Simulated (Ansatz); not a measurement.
## Cd started on a Sr site and an O vacancy, 4.77 Å apart on the ideal sites in cubic perovskite SrTiO3, 39 atoms, charge −1

All numbers come from Ansatz (PAW, plane waves, no spin–orbit coupling) at the single k point (¼, ¼, ¼) without its symmetry partners. The atoms were relaxed with PBEsol in a fixed cell; other functionals are single points on those atoms unless said otherwise. The valence top and gap of the host come from its small cell on a dense mesh, with the band extrema sought between the mesh points, lined up by the mean potential, PBEsol gap 1.85 eV, r²SCAN gap 2.29 eV. The charge correction uses an assumed dielectric constant of 300.

Cell: a = 7.783 Å, b = 7.783 Å, c = 7.783 Å, α = 90.00°, β = 90.00°, γ = 90.00°.

Nearest atoms after relaxation, from the placed atom (for vacancies from the middle of the vacant sites): O at 2.71 Å, O at 2.77 Å, O at 2.79 Å, O at 2.81 Å, O at 2.85 Å, O at 2.87 Å, O at 2.91 Å, Ti at 2.92 Å.

Chemical potentials μ are those of reference phases of the elements at zero temperature by the same functional (the usual solids, diamond for C, grey Sn, and the molecules H2, N2, O2, F2, Cl2, Br2 and S8).

| functional | E(defect) − E(host) − Σ nμ + q·E_VBM (eV) | monopole (eV) | alignment (eV) | formation energy at E_F = VBM (eV) | moment (μB) | wall time, shared host |
| --- | --- | --- | --- | --- | --- | --- |
| PBEsol | 13.23 | 0.01 | 0.04 | 13.28 | 1.0 | 2.7 min on NVIDIA H100 (relaxation) |
| r²SCAN | 14.30 | 0.01 | 0.03 | 14.34 | 1.0 | 3.7 min on 2 threads of EPYC 7R13 |

(1) How does the monopole term follow by hand for this cubic cell?

r²SCAN one-electron levels near the gap (the ten most localised at most), from the host's valence top, not corrected for the charge's images:

```csv
level (eV),spin,filling,atoms sharing it,element of the atom with most weight
1.97,up,1.00,6.0,Cd
1.98,down,1.00,5.8,Cd
```

The charge sits partly or wholly in a band of the host, at the cell's one k point and not at the band edge, so the formation energy is too high and the charge correction doesn't apply as it stands.

All elements are taken at their own reference at once; growth conditions in equilibrium with the host shift these energies, by up to the host's formation enthalpy.

The ideal cubic host may itself distort, and that gain is in these energies.

One k point and a cell of this size can leave errors of several tenths of an eV in such numbers.

Results:

(1) q²·α·e²/(4πε₀)/(2εL) with the Madelung constant α = 2.837 and e²/4πε₀ = 14.40 eV·Å: 1 × 2.837 × 14.40 / (2 × 300 × 7.783) = 0.01 eV.
